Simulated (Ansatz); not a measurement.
Cu₃Pt (Cu3Au type)

```
CELL_PARAMETERS angstrom
      3.68445     0.00000     0.00000
      0.00000     3.68445     0.00000
      0.00000     0.00000     3.68445
ATOMIC_POSITIONS crystal
  Cu 0.00000 0.50000 0.50000
  Cu 0.50000 0.00000 0.50000
  Cu 0.50000 0.50000 0.00000
  Pt 0.00000 0.00000 0.00000
```

Equation-of-state scan: isotropic scaling of the cell above, V₀ being its volume. Symmetry pins the atoms to their sites.

Method: r2SCAN (plane waves to 500 eV, PAW, scalar-relativistic; Ansatz, a program for electronic structure). k mesh 13×13×13 (Γ-centred), Fermi-Dirac smearing 0.05 eV. Compression counts positive. Cu3Pt is run without spin polarisation. Cu3Pt was relaxed with its symmetry unable to fall. Spin-orbit coupling is left out, though Pt is heavy.

At one point of the scan the stress tensor (GPa) is:

```
   26.2      0.0      0.0
    0.0     26.2      0.0
    0.0      0.0     26.2
```

### Question
Which point is it?
A) V/V₀ = 0.950
B) V/V₀ = 0.900
C) V/V₀ = 0.975
D) V/V₀ = 0.925

### Answer
B, V/V₀ = 0.900

(A scan under strain: stresses follow from slopes of the energy per volume, elastic moduli from its curvatures.)
